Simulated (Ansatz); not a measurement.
Relaxed-ion elastic tensor of PbS (rock salt, Fm-3m) in GPa (Voigt order), r²SCAN in the plane-wave PAW code Ansatz; density 7.45 g/cm³, 26.66 Å³ per atom.

|  | 1 | 2 | 3 | 4 | 5 | 6 |
|---|---|---|---|---|---|---|
| 1 | 138 | 17.6 | 17.6 | 0.0 | 0.0 | 0.0 |
| 2 | 17.6 | 138 | 17.6 | 0.0 | 0.0 | 0.0 |
| 3 | 17.6 | 17.6 | 138 | 0.0 | 0.0 | 0.0 |
| 4 | 0.0 | 0.0 | 0.0 | 20.6 | 0.0 | 0.0 |
| 5 | 0.0 | 0.0 | 0.0 | 0.0 | 20.6 | 0.0 |
| 6 | 0.0 | 0.0 | 0.0 | 0.0 | 0.0 | 20.6 |

### Question
Is the crystal mechanically stable?

### Answer
Yes: the smallest eigenvalue of C is 20.6 GPa.

### Question
Work out the Voigt, Reuss and Hill averages.

### Answer
K_V = 57.9, K_R = 57.9, K_H = 57.9; G_V = 36.5, G_R = 28.0, G_H = 32.3 GPa.

### Question
Give Young's modulus, Poisson's ratio, Pugh's ratio and the universal anisotropy index.

### Answer
E = 9KG/(3K + G) = 81.6 GPa; ν = 0.27; K/G = 1.79 (near the Pugh limit of 1.75, no verdict); A_U = 5G_V/G_R + K_V/K_R − 6 = 1.53.

### Question
Estimate the sound speeds and the Debye temperature.

### Answer
v_l = √((K + 4G/3)/ρ) = 3680 m/s, v_t = √(G/ρ) = 2080 m/s, mean 2310 m/s; Θ = (h/k)(3n/4πV)^(1/3) v_m = 231 K.

### Question
Give the Zener ratio and Young's modulus along [100], [110] and [111].

### Answer
A = 2C44/(C11 − C12) = 0.34; 1/E = S11 − 2(S11 − S12 − S44/2)Γ with Γ = 0, 1/4, 1/3 gives 134, 64.8, 55.3 GPa.

### Question
Solve the Christoffel equation for the three sound speeds along [100], [110], [111].

### Answer
Eigenvalues of C_ijkl n_j n_l equal ρv². In km/s, slowest first: [100] 1.66, 1.66, 4.31; [110] 1.66, 2.85, 3.64; [111] 2.52, 2.52, 3.38.

The r²SCAN relaxation kept the symmetry of its start; of distortions, only those at the zone centre were tested. Spin–orbit coupling is left out wherever it is not named.

Potentials: the later of the program's two PAW sets.
